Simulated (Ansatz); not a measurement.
Calculated with Ansatz: K2BAs2, relaxation

Run with:

```bash
ansatz run input.yaml --threads 2 --pin off --max-ram 2560MiB --backend cpu --events-out ev --progress --plain --runs-dir out
```

The input file (Ansatz 0.2.0, plane waves):

```yaml
crystal:
  lattice:
    - [0.0, 0.0, 6.403876]
    - [6.499719, -3.436655, 3.201938]
    - [6.499719, 3.436655, -3.201938]
  atoms:
    - { symbol: K, position: [0.337, 0.0186, 0.6926] }
    - { symbol: K, position: [0.663, 0.9814, 0.3074] }
    - { symbol: K, position: [0.163, 0.6926, 0.0186] }
    - { symbol: K, position: [0.837, 0.3074, 0.9814] }
    - { symbol: B, position: [0.25, 0.5, 0.5] }
    - { symbol: B, position: [0.75, 0.5, 0.5] }
    - { symbol: As, position: [0.3269, 0.7761, 0.4299] }
    - { symbol: As, position: [0.6731, 0.2239, 0.5701] }
    - { symbol: As, position: [0.1731, 0.4299, 0.7761] }
    - { symbol: As, position: [0.8269, 0.5701, 0.2239] }
  symmetry: { tolerance: 0.0003 }
kpoints:
  mp_grid: { grid: [4, 4, 4], shift: [0, 0, 0] }
magnetization:
  spin_polarized: false
scf:
  occupations: { method: fermi_dirac }
  lower_state_search: "off"
hamiltonian:
  pseudopotentials: { kind: paw }
  xc: r2scan
basis:
  ecutwfc: 500
  fft_grid_basis: typed
relax:
  max_steps: 40
  f_tol: 0.03
output:
  forces: true
  stress: true
  eigenvalues: true
  bader: true
  populations: true
  elf: true
  write_potential: true
  volumetric_format: npy
  dos:
    e_range: [-12, 8]
    de: 0.05
    projected: { site_lists: { As: [As], B: [B], K: [K] } }
  write_density: true
checkpoint:
  read: saved_state
```

Origin of the cell: a known structure type with other elements, at an estimated volume, so it need not be a known compound.

The smearing width isn't typed, so it takes its default of 0.1 eV.

The saved state is a converged single point of the same cell.

Steps:

| step | ΔF (meV/atom) | max force component (eV/Å) | SCF iterations | step was |
| --- | --- | --- | --- | --- |
| 1 | 0.0 | 1.970 | 6 | accepted |
| 2 | -156.0 | 0.926 | 6 | accepted |
| 3 | -191.4 | 0.242 | 5 | accepted |
| 4 | -193.4 | 0.018 | 5 | accepted |
| 5 | -193.4 | 0.018 | 4 | accepted |

Before:

Space group Ibam (No. 72); the run's cell has a = 6.404 Å, b = 8.019 Å, c = 8.019 Å, α = 71.71°, β = 113.53°, γ = 66.47°. Shortest distances: As–B 2.40 Å, B–B 3.20 Å, As–K 3.28 Å, B–K 3.38 Å, As–As 3.58 Å.

The relaxed structure.

Space group Ibam (No. 72); the run's cell has a = 6.404 Å, b = 8.019 Å, c = 8.019 Å, α = 71.71°, β = 113.53°, γ = 66.47°. Shortest distances: As–B 2.17 Å, As–As 2.92 Å, B–B 3.20 Å, As–K 3.24 Å, B–K 3.34 Å.

```
CELL_PARAMETERS angstrom
0.00000 0.00000 6.40388
6.49972 -3.43666 3.20194
6.49972 3.43666 -3.20194
ATOMIC_POSITIONS crystal
K 0.32896 0.02730 0.68523
K 0.67104 0.97270 0.31477
K 0.17104 0.68523 0.02730
K 0.82896 0.31477 0.97270
B 0.25000 0.50000 0.50000
B 0.75000 0.50000 0.50000
As 0.36024 0.72438 0.44486
As 0.63976 0.27562 0.55514
As 0.13976 0.44486 0.72438
As 0.86024 0.55514 0.27562
```

* Free energy lowered by: 193.4 meV/atom
* Final pressure: -2.18 GPa
* Relaxation steps listed: 5
* Gap on the mesh: none (metal)

Caveats: the SCF threshold is looser than advised for a stress; the k mesh is coarse if the cell is a metal; the relaxation held the start's symmetry, so the end may be a saddle point.

The run took 5.6 min on 2 threads of Arm Neoverse N1, on a shared host, peak memory 1.5 GiB, from a saved density.
